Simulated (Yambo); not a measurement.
**K2CO3: sweep of GW parameters**

G0W0@PBEsol for K$_{2}$CO$_{3}$ (space group P6_3/mmc, No. 194) in Yambo. Reference settings: 3×3×2 Γ-centred k mesh, 285 bands and a 7 Ry block in the screening, 285 bands in G with the Bruneval-Gonze terminator, plasmon pole fitted at 27.2 eV. The PBEsol gap Γ → Γ on this mesh is 3.48 eV; G0W0 gaps are taken between the same points.

```json
[
 {"change from the reference": "reference settings", "G0W0 gap Γ → Γ (eV)": "6.07", "shift of the valence edge (eV)": "-1.68", "rough Yambo cost": "1"},
 {"change from the reference": "138 bands in W", "G0W0 gap Γ → Γ (eV)": "6.15", "shift of the valence edge (eV)": "-1.58", "rough Yambo cost": "about 1/2"},
 {"change from the reference": "3 Ry block", "G0W0 gap Γ → Γ (eV)": "6.07", "shift of the valence edge (eV)": "-1.80", "rough Yambo cost": "within a factor of two"},
 {"change from the reference": "6 Ry block", "G0W0 gap Γ → Γ (eV)": "6.04", "shift of the valence edge (eV)": "-1.67", "rough Yambo cost": "within a factor of two"},
 {"change from the reference": "pole fitted at 15 eV", "G0W0 gap Γ → Γ (eV)": "6.04", "shift of the valence edge (eV)": "-1.60", "rough Yambo cost": "–"},
 {"change from the reference": "no random integration", "G0W0 gap Γ → Γ (eV)": "5.94", "shift of the valence edge (eV)": "-1.45", "rough Yambo cost": "–"},
 {"change from the reference": "3×3×1 mesh", "G0W0 gap Γ → Γ (eV)": "5.99", "shift of the valence edge (eV)": "-1.57", "rough Yambo cost": "about 1/3"},
 {"change from the reference": "113 bands in G, no terminator", "G0W0 gap Γ → Γ (eV)": "5.74", "shift of the valence edge (eV)": "-1.01", "rough Yambo cost": "–"},
 {"change from the reference": "186 bands in G, no terminator", "G0W0 gap Γ → Γ (eV)": "5.81", "shift of the valence edge (eV)": "-1.25", "rough Yambo cost": "–"},
 {"change from the reference": "no terminator", "G0W0 gap Γ → Γ (eV)": "5.93", "shift of the valence edge (eV)": "-1.45", "rough Yambo cost": "–"}
]
```

The reference isn't shown to be the converged limit. Costs are rough (shared machines), scaled to the same edge states, and given only for runs that recompute the screening.

Geometry of the Materials Project entry, not relaxed at this level; primitive cell a = b = 5.742 Å, c = 6.816 Å, α = β = 90.00°, γ = 120.00°.

The structure is a Materials Project entry; no match was found in the copy of COD used, and its stability was not checked.

A shift is the quasiparticle energy of the state minus its PBEsol energy.
